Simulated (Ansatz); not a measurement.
NaLaMnMoO6 and the effect of the pressure

The cell as given:

```cif
data_structure
_symmetry_space_group_name_H-M 'P 1'
_symmetry_Int_Tables_number 1
_cell_length_a 5.1094
_cell_length_b 5.6943
_cell_length_c 5.9202
_cell_angle_alpha 117.980
_cell_angle_beta 98.888
_cell_angle_gamma 92.485
_cell_volume 148.95
loop_
_atom_site_label
_atom_site_type_symbol
_atom_site_fract_x
_atom_site_fract_y
_atom_site_fract_z
_atom_site_occupancy
Na1 Na 0.40776 0.38086 0.07519 1
La1 La 0.03690 0.66325 0.68598 1
Mn1 Mn 0.44271 0.04268 0.40638 1
Mo1 Mo 0.90251 0.96387 0.30442 1
O1 O 0.73627 0.69569 0.99417 1
O2 O 0.72288 0.91846 0.55299 1
O3 O 0.70112 0.27368 0.37292 1
O4 O 0.19224 0.75325 0.36660 1
O5 O 0.17926 0.03365 0.11672 1
O6 O 0.20034 0.27462 0.63197 1
```

The cell comes from a database or a generator and needn't be the stable form of this composition.

Kept alike: task relaxation of cell and atoms; functional PBE; k mesh 4 × 4 × 4; occupations fermi-dirac, width 0.05 eV; collinear spin, ferromagnetic start. Program: Ansatz, Ansatz PAW, cutoff 420 eV. The mesh is that of the run's cell of 10 atoms. No spin-orbit coupling.

| pressure, P (GPa) | band gap (eV) | volume (Å³/atom) | first edge of the run's cell (Å) | third edge of the run's cell (Å) | largest site moment (μB) |
| --- | --- | --- | --- | --- | --- |
| 2 | 0.940 | 14.297 | 5.047 | 5.835 | 2.58 |
| 5 | 1.070 | 13.479 | 4.965 | 5.705 | 2.51 |

Gaps hold for each row's own relaxed cell. Runs of this series that gave no sound value for these columns are left out. The runs follow the start's structure, whether or not it is the stable one at these pressures. Ansatz's relaxations hold a Pulay term in the stress (up to 0.5 GPa here). P is the pressure aimed at, which the runs meet within some hundredths to tenths of a GPa. The runs hold the magnetic state that their start led to, which needn't be the lowest. Site moments count inside each atom's sphere or projector. A gap read on the mesh alone can miss an edge between its points.

What does the pressure change here?

The band gap rises from 0.940 to 1.070 eV between 2 and 5 GPa. The volume falls from 14.297 to 13.479 Å³/atom between 2 and 5 GPa. The first edge of the run's cell falls from 5.047 to 4.965 Å between 2 and 5 GPa. The third edge of the run's cell falls from 5.835 to 5.705 Å between 2 and 5 GPa. The largest site moment falls from 2.58 to 2.51 μB between 2 and 5 GPa.
